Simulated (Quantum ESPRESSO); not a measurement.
# Moving one atom in C2Ge3Si3

These are calculations, not measurements. They come from pw.x of Quantum ESPRESSO 7.5, a plane-wave density functional program, with PseudoDojo standard norm-conserving files (v0.5 for PBE, v0.4.1 for LDA and PBEsol). The cells are made up: elements, strain and atom displacements were drawn at random, and nothing was relaxed. There is no spin polarisation, spin-orbit coupling or dispersion term.

The cell has 8 sites of a zincblende or diamond lattice. Sites 1 to 4 hold C Ge Si Ge; sites 5 to 8 hold Si Ge Si C. Cell vectors in Å: (5.735, 0.000, 0.000); (0.000, 5.735, 0.000); (0.000, 0.000, 5.735). Settings: PBE, cutoff 1116 eV, 6 x 6 x 6 k mesh shifted by half a step, Fermi-Dirac smearing of 0.1 eV.

Each run shifts the C atom on site 8 along z and leaves all else fixed. Site 3 is one of its nearest neighbours. E is the free energy of the cell above the lowest run shown.

| run | shift (Å) | Fz on site 8 (eV/Å) | Fz on site 3 (eV/Å) | P (GPa) | E (meV) |
| --- | --- | --- | --- | --- | --- |
| 1 | -0.1682 | 1.132 | -0.961 | -12.94 | 225.7 |
| 2 | -0.1140 | 0.988 | -0.966 | -13.03 | 168.3 |
| 3 | -0.0415 | 0.788 | -0.961 | -13.13 | 103.9 |
| 5 | 0.0757 | 0.460 | -0.925 | -13.20 | 30.7 |
| 6 | 0.1396 | 0.281 | -0.890 | -13.19 | 7.1 |
| 7 | 0.1691 | 0.200 | -0.870 | -13.18 | 0.0 |
| 4 | -0.0084 | ? | ? | ? | ? |

A rerun of one of these cells at 1347 eV and k mesh 8 x 8 x 8 moved values by no more than 0.002 eV in the cell's energy, 0.03 GPa in stress and 0.005 eV/Å in force.

## Worked fit

A parabola through the six runs shown gives Fz on site 8 = 0.673 - 2.77 u - 0.2 u² eV/Å, with u in Å and a scatter of 0.003 eV/Å. Minus the slope, 2.77 ± 0.04 eV/Å², is this atom's force constant along z at u = 0, with its periodic images moving too. The fitted force does not vanish within the range. The error is the larger of the fit's own and the change that a cubic makes, rounded up.

## Withheld run

Question: what Fz on site 8 should run 4 give?

The fit gives 0.696 eV/Å. The calculation gave 0.696 eV/Å.

```
run,shift (Å),Fz on site 8 (eV/Å),Fz on site 3 (eV/Å),P (GPa),E (meV)
4,-0.0084,0.696,-0.955,-13.16,79.3
```